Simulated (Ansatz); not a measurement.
TiC:
```
TiC
1.0
    0.00000     2.16641     2.16641
    2.16641     0.00000     2.16641
    2.16641     2.16641     0.00000
Ti C
1 1
Direct
  0.00000   0.00000   0.00000
  0.50000   0.50000   0.50000
```

Relaxed with PBE.

Task: Decompose the optical modes at the zone centre into irreducible representations, and say which are infrared and Raman allowed.

Result: Point group m-3m: Γ_opt = T1u. Infrared: T1u. Raman: none.

Task: Assign frequencies (DFPT, PBE (plane waves, PAW; program Ansatz)).

Result: T1u 514 cm⁻¹.

Space group Fm-3m (rock salt). The PBE relaxation kept the symmetry of its start; phonons on a q-mesh show no instability. The run is not spin-polarised. As this level gives no gap, phonon frequencies hold no LO–TO term and depend on the k-mesh and smearing (Fermi–Dirac, 0.1 eV here).

Potentials: the later of the program's two PAW sets.
